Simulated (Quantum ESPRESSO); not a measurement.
RbO (space group Immm, No. 71) has an indirect gap of 1.81 eV with norm-conserving PBEsol (Quantum ESPRESSO, 84 Ry, without SOC). After an isotropic strain (on all lattice vectors, atoms relaxed) the gap is indirect, 1.90 eV.

Which strain was applied?
A. +1 %
B. -1.5 %
C. -0.7 %
D. -3 %
E. +2 %

B, -1.5 %. Gaps found: -3 %: 1.98 eV (indirect); -1.5 %: 1.90 eV (indirect); -0.7 %: 1.85 eV (indirect); 0 %: 1.81 eV (indirect); 1 %: 1.75 eV (indirect); 2 %: 1.69 eV (indirect).
